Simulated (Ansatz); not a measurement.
# Does relaxation matter for the field gradients of LiH with Cs replacing Li?

Start: a supercell of LiH (rock salt type, Fm-3m) built from a Materials Project structure (computed, not necessarily an observed phase), with all atoms left at the host's positions.

```cif
data_CsLi26H27
_symmetry_space_group_name_H-M 'Fm-3m'
_symmetry_Int_Tables_number 225
_cell_length_a 12.0517
_cell_length_b 12.0517
_cell_length_c 12.0517
_cell_angle_alpha 90.000
_cell_angle_beta 90.000
_cell_angle_gamma 90.000
loop_
_atom_site_label
_atom_site_type_symbol
_atom_site_symmetry_multiplicity
_atom_site_Wyckoff_symbol
_atom_site_fract_x
_atom_site_fract_y
_atom_site_fract_z
Cs Cs 4 a 0.0000 0.0000 0.0000
Li2 Li 48 h 0.1667 0.1667 0.0000
Li5 Li 32 f 0.3333 0.1667 0.1667
Li15 Li 24 e 0.5000 0.5000 0.3333
H28 H 32 f 0.1667 0.1667 0.1667
H30 H 24 e 0.5000 0.5000 0.1667
H32 H 48 i 0.5000 0.3333 0.3333
H41 H 4 b 0.5000 0.5000 0.5000
```

One atom of each set is listed; the run and its k-mesh use a cell of 54 atoms with edges of 8.52, 8.52, 8.52 Å.

Level of theory: DFT, PBE, plane waves and PAW, scalar-relativistic, 420 eV cutoff, Γ-centred 3×3×3 k-points, Fermi–Dirac smearing 0.01 eV (Ansatz 0.2.0).

The largest force at the start is 3.7 eV/Å. Relaxing the ions at fixed cell moves them by 0.430 Å at most (atom 30, H) and 0.157 Å rms.

```csv
site,moved (Å),first shell before,first shell after,V_zz before (10²¹ V/m²),η before
Cs,0.000,6 H at 2.01 Å,6 H at 2.44 Å,0.00,–
Li2,0.119,6 H at 2.01 Å,6 H at 1.93–2.12 Å,0.14,0.89
Li15,0.076,6 H at 2.01 Å,6 H at 1.65–2.01 Å,-0.070,0.00
H28,0.040,6 Li at 2.01 Å,6 Li at 1.99–2.06 Å,0.011,0.00
H30,0.430,"5 Li at 2.01 Å, 1 Cs at 2.01 Å",5 Li at 1.65–2.12 Å; also 1 Cs at 2.44 Å,0.33,0.00
H32,0.003,6 Li at 2.01 Å,6 Li at 1.93–2.01 Å,-0.013,0.66
```

Task: What are V_zz and η after the relaxation?

Result: 

```
site  V_zz after  η after  change of V_zz
  Cs        0.00        –            0.00
 Li2        0.14     0.90            0.00
Li15       -0.15     0.00           -0.08
 H28      -0.026     0.00           -0.04
 H30        0.41     0.00           +0.08
 H32      -0.050     0.88           -0.04
```

The largest change of V_zz is on H30, from 0.33 to 0.41. Other sites with |V_zz| of 0.02 or less aren't listed.

The defect repeats with the cell of 54 atoms, so it feels its images: sites between two images don't show the values beside a lone defect, and zeros or small values of η there can come from the images' arrangement. With these PAW files V_zz is typically within 2 to 3 % of all-electron values, but misses above 10 % occur on Li.
Before: Without spin–orbit coupling (the program notes it for Cs) the gradients are little affected as a rule: paired runs on crystals with a gap mostly move them by under 2 % at such atoms. The cell keeps the host's lattice, where the PBE pressure is 7 GPa. The neighbours have not yet relaxed around the defect (largest force 3.7 eV/Å), so the values at and beside it are those of a strained start, not of the defect in a real crystal.
After: The relaxation keeps the site symmetry m-3m of the start, so the impurity can't leave its site; a start off the site could end lower.
